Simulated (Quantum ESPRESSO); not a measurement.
## GeSiAlFO5 (input and log of a self-consistent run)

A calculation, not a measurement. The program is pw.x of Quantum ESPRESSO 7.5 (plane-wave density functional theory). The cell is made up: 9 atoms on a corundum lattice with one site empty, with randomly drawn elements, strain and displacements, not relaxed. PseudoDojo standard norm-conserving files (v0.5 for PBE, v0.4.1 for LDA and PBEsol) set the functional; there is no spin polarisation, spin-orbit coupling or dispersion term, and the masses in the input are unused placeholders.

Input:

```
&control calculation='scf', pseudo_dir='./dojo.nc.sr.pbe.v0_5.standard.upf', outdir='./o', disk_io='medium', tprnfor=.true., tstress=.true. /
&system ibrav=0, nat=9, ntyp=5, nbnd=35, ecutwfc=84.00895049, nosym=.true., tot_charge=0,
 occupations='smearing', smearing='fd', degauss=0.0018374661
/
&electrons conv_thr=7.350e-09, electron_maxstep=60, /
ATOMIC_SPECIES
Al 1.0 Al.upf
F 1.0 F.upf
Ge 1.0 Ge.upf
O 1.0 O.upf
Si 1.0 Si.upf
CELL_PARAMETERS angstrom
2.3222 1.3457 4.2756
-2.3885 1.3999 4.2949
0.0138 -2.6775 4.2636
ATOMIC_POSITIONS angstrom
Ge 0.0131 -0.0171 1.9066
Si 0.012 -0.0113 8.3106
Al -0.0116 0.0864 10.977
F -1.0241 1.303 7.4658
O -0.7121 -1.3892 7.4535
O 1.5835 0.0887 7.4822
O 0.9561 -1.2765 5.3149
O 0.6889 1.4819 5.3725
O -1.677 -0.0758 5.3826
K_POINTS automatic
6 6 6 1 1 1
```

The log is shortened where brackets say so; the opening notice, blank lines, dates and the lines on written files are dropped, and the path of the files is cut. It prints rydbergs, bohrs and kilobars, and counts compression as positive stress. With no partly filled state, the Fermi energy that it prints is only some level between the filled and the empty states on the mesh, and need not lie in the true gap.

```
     Program PWSCF v.7.5
     Parallel version (MPI & OpenMP), running on       1 processor cores
     Number of MPI processes:                 1
     Threads/MPI process:                     1
     [start-up lines left out]
     bravais-lattice index     =            0
     lattice parameter (alat)  =       9.5397  a.u.
     unit-cell volume          =     550.7267 (a.u.)^3
     number of atoms/cell      =            9
     number of atomic types    =            5
     number of electrons       =        58.00
     number of Kohn-Sham states=           35
     kinetic-energy cutoff     =      84.0090  Ry
     charge density cutoff     =     336.0358  Ry
     scf convergence threshold =      7.3E-09
     mixing beta               =       0.7000
     number of iterations used =            8  plain     mixing
     Exchange-correlation= PBE
                           (   1   4   3   4   0   0   0)
     [axes and pseudopotential details left out]
   Cartesian axes
     site n.     atom                  positions (alat units)
         1        Ge     tau(   1) = (   0.0025950  -0.0033873   0.3776795  )
         2        Si     tau(   2) = (   0.0023771  -0.0022384   1.6462517  )
         3        Al     tau(   3) = (  -0.0022979   0.0171150   2.1744404  )
         4        F      tau(   4) = (  -0.2028646   0.2581120   1.4789047  )
         5        O      tau(   5) = (  -0.1410603  -0.2751874   1.4764682  )
         6        O      tau(   6) = (   0.3136764   0.0175706   1.4821534  )
         7        O      tau(   7) = (   0.1893944  -0.2528626   1.0528317  )
         8        O      tau(   8) = (   0.1364646   0.2935504   1.0642417  )
         9        O      tau(   9) = (  -0.3321979  -0.0150153   1.0662424  )
     number of k points=   108  Fermi-Dirac smearing, width (Ry)=  0.0018
     Number of k-points >= 100: set verbosity='high' to print them.
     Dense  grid:    57285 G-vectors     FFT dimensions: (  60,  60,  60)
     Estimated max dynamical RAM per process >      86.84 MB
     Initial potential from superposition of free atoms
     starting charge      57.9961, renormalised to      58.0000
     Starting wfcs are   41 randomized atomic wfcs
     total cpu time spent up to now is       24.5 secs
     per-process dynamical memory:    73.7 Mb
     Self-consistent Calculation
     iteration #  1     ecut=    84.01 Ry     beta= 0.70
     Davidson diagonalization with overlap
     ethr =  1.00E-02,  avg # of iterations =  2.9
     total cpu time spent up to now is       88.8 secs
     total energy              =    -405.92185510 Ry
     estimated scf accuracy    <       1.98911905 Ry
     iteration #  2     ecut=    84.01 Ry     beta= 0.70
     Davidson diagonalization with overlap
     ethr =  3.43E-03,  avg # of iterations =  2.1
     total cpu time spent up to now is      154.7 secs
     total energy              =    -406.47515739 Ry
     estimated scf accuracy    <       1.60521140 Ry
     iteration #  3     ecut=    84.01 Ry     beta= 0.70
     Davidson diagonalization with overlap
     ethr =  2.77E-03,  avg # of iterations =  2.0
     total cpu time spent up to now is      215.9 secs
     total energy              =    -406.77232046 Ry
     estimated scf accuracy    <       0.02755928 Ry
     iteration #  4     ecut=    84.01 Ry     beta= 0.70
     Davidson diagonalization with overlap
     ethr =  4.75E-05,  avg # of iterations =  6.2
     total cpu time spent up to now is      272.9 secs
     total energy              =    -406.78302883 Ry
     estimated scf accuracy    <       0.00782738 Ry
     iteration #  5     ecut=    84.01 Ry     beta= 0.70
     Davidson diagonalization with overlap
     ethr =  1.35E-05,  avg # of iterations =  4.3
     total cpu time spent up to now is      311.3 secs
     total energy              =    -406.78397456 Ry
     estimated scf accuracy    <       0.00180632 Ry
     [iterations 6 to 7 left out]
     iteration #  8     ecut=    84.01 Ry     beta= 0.70
     Davidson diagonalization with overlap
     ethr =  1.60E-08,  avg # of iterations =  3.0
     total cpu time spent up to now is      470.4 secs
     total energy              =    -406.78420206 Ry
     estimated scf accuracy    <       0.00000674 Ry
     iteration #  9     ecut=    84.01 Ry     beta= 0.70
     Davidson diagonalization with overlap
     ethr =  1.16E-08,  avg # of iterations =  2.0
     total cpu time spent up to now is      514.1 secs
     total energy              =    -406.78420290 Ry
     estimated scf accuracy    <       0.00000053 Ry
     iteration # 10     ecut=    84.01 Ry     beta= 0.70
     Davidson diagonalization with overlap
     ethr =  9.20E-10,  avg # of iterations =  2.0
     total cpu time spent up to now is      557.0 secs
     total energy              =    -406.78420301 Ry
     estimated scf accuracy    <       0.00000002 Ry
     iteration # 11     ecut=    84.01 Ry     beta= 0.70
     Davidson diagonalization with overlap
     ethr =  3.66E-11,  avg # of iterations =  3.8
     total cpu time spent up to now is      612.5 secs
     total energy              =    -406.78420302 Ry
     estimated scf accuracy    <       0.00000001 Ry
     iteration # 12     ecut=    84.01 Ry     beta= 0.70
     Davidson diagonalization with overlap
     ethr =  2.12E-11,  avg # of iterations =  2.0
     total cpu time spent up to now is      651.4 secs
     End of self-consistent calculation
     Number of k-points >= 100: set verbosity='high' to print the bands.
     the Fermi energy is    10.1476 ev
!    total energy              =    -406.78420302 Ry
     estimated scf accuracy    <          2.2E-09 Ry
     smearing contrib. (-TS)   =       0.00000000 Ry
     internal energy E=F+TS    =    -406.78420302 Ry
     The total energy is F=E-TS. E is the sum of the following terms:
     one-electron contribution =    -142.87208232 Ry
     hartree contribution      =     114.70849919 Ry
     xc contribution           =    -102.70082475 Ry
     ewald contribution        =    -275.91979514 Ry
     convergence has been achieved in  12 iterations
     Forces acting on atoms (cartesian axes, Ry/au):
     atom    1 type  3   force =    -0.12302997    0.05361244   -0.15038760
     atom    2 type  5   force =     0.05030145   -0.09665943    0.16764673
     atom    3 type  1   force =     0.01353257    0.00912907   -0.10829400
     atom    4 type  2   force =     0.12160561    0.00860651    0.06081464
     atom    5 type  4   force =     0.01968706    0.07606150    0.02981680
     atom    6 type  4   force =    -0.08436999   -0.01410542    0.02551963
     atom    7 type  4   force =     0.03574338   -0.08668435    0.01557155
     atom    8 type  4   force =    -0.01527721    0.05230129   -0.00327908
     atom    9 type  4   force =    -0.01819290   -0.00226160   -0.03740868
     Total force =     0.374086     Total SCF correction =     0.000061
     Computing stress (Cartesian axis) and pressure
          total   stress  (Ry/bohr**3)                   (kbar)     P=       51.59
   0.00055035   0.00008107   0.00072752           80.96       11.93      107.02
   0.00008107   0.00061082  -0.00029065           11.93       89.85      -42.76
   0.00072752  -0.00029065  -0.00010900          107.02      -42.76      -16.03
     init_run     :     23.73s CPU     24.34s WALL (       1 calls)
     electrons    :    608.85s CPU    626.89s WALL (       1 calls)
     forces       :      6.85s CPU      6.95s WALL (       1 calls)
     stress       :     32.20s CPU     32.83s WALL (       1 calls)
     [timing details left out]
     PWSCF        :  11m11.95s CPU  11m31.70s WALL
     JOB DONE.
```

In other units: free energy -5534.581 eV for the cell, pressure 5.16 GPa, largest force component 4.310 eV/Å. A rerun of this cell at a cutoff of 1437 eV and k mesh 8 x 8 x 8 moved values by no more than 0.003 eV in energy, 0.04 GPa in stress and 0.002 eV/Å in force.